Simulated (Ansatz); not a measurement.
Relaxing TaCd in the L11 type

First guess:

```xyz
2
Lattice="1.4660 -0.8464 4.7889 0.0000 1.6928 4.7889 -1.4660 -0.8464 4.7889" Properties=species:S:1:pos:R:3 pbc="T T T"
Cd    0.0000    0.0000    0.0000
Ta    0.0000    0.0000    7.1833
```

These are results of DFT, LDA, PAW with Ansatz's default frozen-core files, scalar-relativistic (Ansatz 0.2.0), not measurements.

Cell and atoms relax within the symmetry of the start on a 13×13×13 k mesh with 0.03 eV Fermi–Dirac smearing.

The start is built from a prototype, known or not as a phase of this compound; the cutoff is 420 eV.

Spin polarisation is left out, and whether a magnetic state lies lower isn't shown here.

Spin–orbit coupling is left out, though it moves levels of the heavy atoms by tenths of an eV or more.

(1) What is the pressure of the first guess?

(2) What does it relax to?

(3) How much energy does the relaxation release?

Results:

(1) 1.22 GPa.

(2) a = 2.877 Å, b = 2.877 Å, c = 15.014 Å, α = 90.00°, β = 90.00°, γ = 120.00° (conventional cell), 17.94 Å³ per atom:
```cif
data_structure
_symmetry_space_group_name_H-M 'R-3m:H'
_symmetry_Int_Tables_number 166
_cell_length_a 2.8774
_cell_length_b 2.8774
_cell_length_c 15.0136
_cell_angle_alpha 90.000
_cell_angle_beta 90.000
_cell_angle_gamma 120.000
_cell_volume 107.65
loop_
_atom_site_label
_atom_site_type_symbol
_atom_site_symmetry_multiplicity
_atom_site_Wyckoff_symbol
_atom_site_fract_x
_atom_site_fract_y
_atom_site_fract_z
_atom_site_occupancy
Cd1 Cd 3 a 0.00000 0.00000 0.00000 1
Ta1 Ta 3 b 0.66667 0.33333 0.83333 1
```

(3) 28 meV/atom.
